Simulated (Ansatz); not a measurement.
All numbers below come from DFT PBE, scalar-relativistic, plane waves, PAW in Ansatz. All cells share a 420 eV cutoff and Γ-centred k meshes spaced at most about 0.3 Å⁻¹ (about 0.25 or finer for metals, 2π included). No spin polarisation in the final relaxations.

All energies are static (0 K, no zero-point motion).

Two forms of Sc3AlP were relaxed alike.

A.

```xyz
5
Lattice="4.8591 0.0000 0.0000 0.0000 4.8591 0.0000 0.0000 0.0000 4.8591" Properties=species:S:1:pos:R:3 pbc="T T T"
Sc    2.4296    0.0000    0.0000
Sc    0.0000    2.4296    0.0000
Sc    0.0000    0.0000    2.4296
Al    2.4296    2.4296    2.4296
P     0.0000    0.0000    0.0000
```

B.

```xyz
5
Lattice="4.5241 0.0000 0.0000 -2.2620 3.9179 0.0000 0.0000 0.0000 6.1644" Properties=species:S:1:pos:R:3 pbc="T T T"
Sc    2.2620    1.3060    1.6483
Sc    2.2620    1.3060    4.5161
Sc    0.0000    0.0000    0.0000
Al    0.0000    2.6120    0.0000
P     0.0000    0.0000    3.0822
```

Question: Which is lower in energy, and by how much?

Answer: A is lower, by 274 meV/atom. A has the antiperovskite type, space group Pm-3m (No. 221), 22.9 Å³/atom and no gap on its mesh; B has space group P-6m2 (No. 187), 21.9 Å³/atom and no gap. Counting Al or Sc atoms around P (for each partner element, those within 1.25 times its shortest distance or 1.15 times the sum of covalent radii, where it is the nearest in units of that sum or under 1.3), A has P 6 and B has P 8. The lower one is the more open, so pressure narrows the difference. Both come from invented guesses.

With atoms moved at random, Pm-3m came back. Other cells relaxed within their symmetry can be saddle points.
